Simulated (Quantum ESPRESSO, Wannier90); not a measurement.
# Wannierisation of MgSe (rock salt)

```xyz
2
Lattice="0.0000 2.7337 2.7337 2.7337 0.0000 2.7337 2.7337 2.7337 0.0000" Properties=species:S:1:pos:R:3 pbc="T T T"
Mg     0.0000     0.0000     0.0000
Se     2.7337     2.7337     2.7337
```

Materials Project entry mp-10760; symmetrised, unrelaxed at this level. COD (Crystallography Open Database) has an entry of this formula and space group (matched by these alone). Level: PBEsol, no spin polarisation, no spin-orbit coupling; pw.x of Quantum ESPRESSO at 69 Ry with PseudoDojo potentials, 10×10×10 k-points, Wannier90. Density: 10×10×10 mesh, cold smearing 0.01 Ry. Spin-orbit coupling, left out, would split the p-like bands by a few tenths of an eV.

Bands 10-13 form an isolated set from -12.92 to 0.00 eV relative to the valence-band maximum (on the path) and are turned into 4 Wannier functions by minimising the spread from the start: sp3 on Se.

Task: Where do the functions sit, how wide are they and what are they made of?

Result: 
| functions | spread (Å²) | nearest atom, distance (Å) | second atom, distance (Å) | weight on atomic waves |
|---|---|---|---|---|
| 4 | 1.86 | Se 0.54 | Mg 2.46 | Se 4p 67 %, Se 4s 23 %, Mg 3s 8 % |

Ω_I = 6.22 Å², Ω_total = 7.46 Å²; the interpolated bands follow pw.x to 2.3 meV rms on the path. It is the lowest total spread that any start reached here.
